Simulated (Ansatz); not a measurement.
Simulated powder pattern, Cu Kα, λ = 1.54184 Å (kinematic, ideal powder, no thermal factors, no anomalous dispersion; the 30 strongest lines at most, above 1 %, up to 2θ = 90°):

| 2θ (°) | d (Å) | I/Imax (%) |
|---|---|---|
| 33.53 | 2.673 | 2.2 |
| 38.91 | 2.315 | 100 |
| 56.20 | 1.637 | 57 |
| 67.05 | 1.396 | 1.8 |
| 70.46 | 1.336 | 16 |
| 83.54 | 1.157 | 6.8 |

The pattern belongs to a structure relaxed with PBEsol (plane waves, PAW; program Ansatz).

The compound is NaF.

Problem. Give the crystal system and the lattice parameters.

Solution. cubic, Fm-3m; a = 4.629 Å.

The cell was relaxed with PBEsol under the symmetry of its start; of distortions, only those at the zone centre were tested.

Potentials: the later of the program's two PAW sets.
